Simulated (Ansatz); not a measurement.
Input file for Ansatz (a program for electronic structure):

Ansatz 0.2 input:
```yaml
crystal:
  lattice:
    - [3.1066369095, 0.0, 0.0]
    - [-1.5533184548, 2.690426484, 0.0]
    - [0.0, 0.0, 4.9786321529]
  atoms:
    - { symbol: Al, position: [0.6666666667, 0.3333333333, 0.0034145249] }
    - { symbol: Al, position: [0.3333333333, 0.6666666667, 0.5034145249] }
    - { symbol: N, position: [0.6666666667, 0.3333333333, 0.6217854751] }
    - { symbol: N, position: [0.3333333333, 0.6666666667, 0.1217854751] }
kpoints:
  mp_grid: { grid: [10, 10, 6] }
hamiltonian:
  xc: r2scan
  pseudopotentials: { kind: paw }
scf:
  occupations: { method: fixed }
checkpoint: { read: static.run }
output: { bader: true, populations: true }
```

Output (shortened):

```
Pseudopotentials: kind: paw
Pseudopotential: Al, paw, valence charge 3
Pseudopotential: N, paw, valence charge 5
Functional definition: r2SCAN
Crystal: 4 atoms, lattice volume = 41.612 Å³
Basis set: ecut = 500 eV, 1087 PW (Γ), exchange–correlation on 96×96×160 points (64 copies of the dense FFT grid, shifted against one another)
Bands: 12, of which v1, the nominal top of the filled ones, is band 8 counted from 1 (7 counted from 0)
Symmetry: 12 space group operations
Space group: P63mc (ITA 186), of the structure as read, at distance tolerance 3.5e-5 Å
k-points: 56 of 600 (time reversal used)
PAW frozen core: Al, regenerated for the run's functional
PAW frozen core: N, regenerated for the run's functional
Initial density: read from a saved state, or passed on in memory by an earlier SCF of this step, an earlier step, the calling program or the single point that …
Stability of the state it starts from, as read at its close in the unpolarized treatment …
Initial wavefunctions: pseudopotential atomic-orbital guess
Eigensolver: davidson
Functional: x = r2scan, c = r2scan; τ floored in thin density (d = 2e-4 eV/Å³)
iter 1 solved again at ethr=3.94e-9 eV; its pass at ethr=3.10e-3 eV (dr2=6.30e-7 eV) is discarded
SCF iter   1: F=—  HF=-1856.970392 eV  |F-HF|=—  |Δ(HF+E_count)|=         —  Δρ=1.04e-7  dr2=5.14e-12  dr2_τ=2.08e-13  ethr=3.94e-9  ⟨swp⟩=3.3  Hψ=5842  notcnv=0  defer=112
all-band conjugate gradients solve this SCF's bands
preconditioner: auto → none
SCF iter   2: F=-1856.970392 eV  HF=-1856.970392 eV  |F-HF|=4.55e-13  |Δ(HF+E_count)|=  2.49e-10  Δρ=4.99e-8  dr2=3.75e-13  dr2_τ=1.82e-13  ethr=1.00e-12  ⟨swp⟩=6.3  Hψ=3482  notcnv=0
SCF 1 converged in 2 iterations: F = -1856.970392 eV  dr2 = 3.75e-13
SCF converged after 2 iterations
Free energy (F): -1856.970392 eV
Harris-Foulkes:  -1856.970392 eV  (|F-HF|=4.55e-13)
Internal energy: -1856.970392 eV  (E = F + TS)
E sigma→0 (E₀):  -1856.970392 eV
Fermi energy:    6.929216 eV
--- Per-component energies (eV) ---
  E_band       = 23.150073
  E_kinetic    = 321.369615
  E_local      = -448.695577  (includes V_loc(G=0)·N_el)
  E_nonlocal   = 108.522986
  E_hartree    = 157.349356
  E_xc         = -197.825216
  E_vxc        = -238.490212  (∫ρ·V_xc dr)
  E_paw        = -1204.936133  (= ΣΔE_a)
  E_vpaw       = -47.058593  (= ΣTr[D̂ρ^β])
  E_aug_tail   = 0.000038  (compensation charges beyond the density's cutoff)
  E_vtau       = 12.803099  (kinetic-family band-sum trace: ∫τ·v_τ [+ j·A + Jᵃ·Aᵃ] dr)
  E_ewald      = -592.576117
  E_core_change = -0.179345  (= ΣΔE_core)
  E_smearing   =  0.000000  (= −TS)
  E_closure    =  0.000000  (closes the sum)
  Σ components = -1856.970392   (vs F -1856.970392, Δ=0.00e0)
  [band-id]    e_kinetic+e_local+e_nonlocal+2·e_hartree+e_vxc+e_vpaw+e_augmentation_tail+e_vtau = 23.150070   (vs E_band 23.150073, Δ=-2.58e-6)
--- Band table (eV; the first three rows and the last of 56) ---
  k-point 0: bands = ["-9.0529", "-6.9388", "0.8600", "6.0433", "6.0433", "6.7057", "6.7057", "6.9292", "11.8089", "14.4565", "18.5298", "18.9822"]
  k-point 1: bands = ["-8.9460", "-7.1371", "1.2292", "6.0853", "6.0853", "6.3315", "6.6589", "6.6589", "12.3030", "14.5155", "18.3462", "18.9427"]
  k-point 2: bands = ["-8.6373", "-7.6158", "2.2089", "5.0225", "6.2018", "6.2018", "6.5329", "6.5329", "13.2901", "14.5431", "18.0615", "18.9862"]
  k-point 55: bands = ["-6.5802", "-6.5802", "1.9658", "1.9658", "3.2275", "3.2275", "6.0877", "6.0877", "14.7389", "14.7389", "15.9846", "15.9846"]
  band table: 12 of 12 bands, residual norms ≤ 1.0e-3 eV
--- Löwdin populations: 4 sites ---
  site symbol       q [e]
     0     Al      1.8484
     1     Al      1.8484
     2      N      6.0812
     3      N      6.0812
  spilling = 0.008803 (of n_electrons = 16.000000)
--- Bader charges: 4 sites ---
  site symbol  charge [e]  shift [e]
     0     Al      2.4868     0.0014
     1     Al      2.4868     0.0014
     2      N     -2.4868     0.0014
     3      N     -2.4868     0.0014
  shift: an alarm, by how much a part of what the PAW files miss would move the charge. Where it is large, compare
  with a run on PAW files of another source; a small one proves nothing
  estimated error of the sums over rays = 4.9e-4 e
```

Cost: very roughly 60 core-seconds on shared cores.

Space group P6_3mc (wurtzite). The cell was relaxed with r²SCAN under the symmetry of its start.

Potentials: the later of the program's two PAW sets.

Ansatz is a plane-wave DFT program.
